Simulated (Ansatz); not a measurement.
# Does relaxation matter for the field gradients of CaO with a Ca vacancy?

Start: a supercell of CaO (rock salt type, Fm-3m) built from an entry of the Crystallography Open Database (COD), with all atoms left at the host's positions.

```cif
data_Ca26O27
_symmetry_space_group_name_H-M 'Fm-3m'
_symmetry_Int_Tables_number 225
_cell_length_a 14.4390
_cell_length_b 14.4390
_cell_length_c 14.4390
_cell_angle_alpha 90.000
_cell_angle_beta 90.000
_cell_angle_gamma 90.000
loop_
_atom_site_label
_atom_site_type_symbol
_atom_site_symmetry_multiplicity
_atom_site_Wyckoff_symbol
_atom_site_fract_x
_atom_site_fract_y
_atom_site_fract_z
Ca1 Ca 48 h 0.1667 0.1667 0.0000
Ca4 Ca 32 f 0.3333 0.1667 0.1667
Ca14 Ca 24 e 0.5000 0.5000 0.3333
O27 O 32 f 0.1667 0.1667 0.1667
O29 O 24 e 0.5000 0.5000 0.1667
O31 O 48 i 0.5000 0.3333 0.3333
O40 O 4 b 0.5000 0.5000 0.5000
```

One atom of each set is listed; the run and its k-mesh use a cell of 53 atoms with edges of 10.21, 10.21, 10.21 Å.

Method: Kohn–Sham DFT in Ansatz, PBE, plane waves and PAW, scalar-relativistic, 420 eV cutoff, Γ-centred 2×2×2 k-points, Fermi–Dirac smearing 0.01 eV, cell charge -2.

The largest force at the start is 1.9 eV/Å. Relaxing the ions at fixed cell moves them by 0.176 Å at most (atom 35, O) and 0.070 Å rms.

```
site  moved (Å)  first shell before    first shell after  V_zz before (10²¹ V/m²)  η before
 Ca1      0.077       6 O at 2.41 Å   6 O at 2.36–2.46 Å                     0.81      0.16
 Ca4      0.011       6 O at 2.41 Å   6 O at 2.40–2.41 Å                   -0.032      0.00
Ca14      0.011       6 O at 2.41 Å   6 O at 2.24–2.41 Å                    -1.01      0.00
 O27      0.002      6 Ca at 2.41 Å       6 Ca at 2.41 Å                    -0.44      0.00
 O29      0.176      5 Ca at 2.41 Å  5 Ca at 2.24–2.36 Å                    -1.34      0.00
 O31      0.007      6 Ca at 2.41 Å  6 Ca at 2.40–2.46 Å                    -0.54      0.37
```

Task: How do the gradients change?

Result: 

```csv
site,V_zz after,η after,change of V_zz
Ca1,-1.11,0.05,–
Ca4,0.13,0.00,+0.16
Ca14,-2.43,0.00,-1.42
O27,0.16,0.00,+0.60
O29,-1.49,0.00,-0.15
O31,-0.40,0.48,+0.14
```

The largest change of V_zz along a kept axis is on Ca14, from -1.01 to -2.43. In per cent, |V_zz| changes by +140 on Ca, -27 to +11 on O (all sites that start above 0.5, bar those whose gradient vanishes or changes sign or whose main axis turns by over 40°). On O31 V_xx and V_yy change places (or their axes turn by over 50°), so the two values of η hide a larger change. V_zz changes sign on O27 (same axis), Ca4 (same axis). On Ca1 the largest principal value lies along another axis in the second run, so the two V_zz can't be compared directly. Sites without a gradient aren't listed.

The defect repeats with the cell of 53 atoms, so it feels its images: sites between two images don't show the values beside a lone defect, and zeros or small values of η there can come from the images' arrangement. A uniform background compensates the cell's charge.
Before: The neighbours have not yet relaxed around the defect (largest force 1.9 eV/Å), so a real crystal will differ.
